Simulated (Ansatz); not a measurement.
## Zone-centre phonons of Al at 15 GPa: input and output

Level of theory: DFT PBEsol, scalar-relativistic, plane waves, PAW (Ansatz 0.2.0).

Launched with:
```bash
ansatz run input.yaml --threads 1 --pin off --max-ram 3072MiB --backend cpu --events-out ev --progress --plain --runs-dir out
```

Input (bare energies are in eV):
```yaml
crystal:
  lattice:
    - [2.7130520743, 0.0, 0.0]
    - [-1.3565260372, 2.3495720181, 0.0]
    - [0.0, 0.0, 8.8968469736]
  atoms:
    - { symbol: Al, position: [0.0, 0.0, 0.0] }
    - { symbol: Al, position: [0.3333333333, 0.6666666667, 0.25] }
    - { symbol: Al, position: [0.0, 0.0, 0.5] }
    - { symbol: Al, position: [0.6666666667, 0.3333333333, 0.75] }
basis:
  ecutwfc: 420
kpoints:
  mp_grid: { grid: [18, 18, 6] }
hamiltonian:
  xc: pbesol
scf:
  occupations: { method: fermi_dirac, width: 0.15 }
output:
  eigenvalues: true
phonons:
  method: dfpt
  eigenvectors: true
```

The end of the output:
```
--- Phonons (Γ-DFPT): 4 representative perturbations + reference, on 524 of 1944 k-points (Σ response iterations 12) ---
  k mesh reduced under 2 symmetry operations, with k and −k counted as one. Each operation leaves every solved perturbation unchanged. A smaller set is not used because it would not reduce the number of displacements ...
  ASR residual: 1.340e-4 → 0.000e0 eV/Å²; symmetrization residual: 7.562e-7 eV/Å²
  ASR residual per site (eV/Å²): 1.21e-4 1.34e-4 1.21e-4 1.34e-4
  Γ frequencies (cm⁻¹): 0.00 0.00 0.00 117.08 117.08 143.13 143.13 189.00 189.00 290.11 292.39 410.71
  non-analytic LO–TO correction: not included (Born effective charges unavailable; polar crystals: no LO–TO splitting at Γ)
```

It took 63 s on 1 thread of Intel(R) Xeon(R) 6975P-C (Granite Rapids), on a shared host, peak memory 1.4 GiB.

In a metal, frequencies and elastic constants depend on the k mesh and the smearing, soft modes and shear constants most. Other phases may be more stable at this pressure.

This form isn't the element's structure at ambient conditions.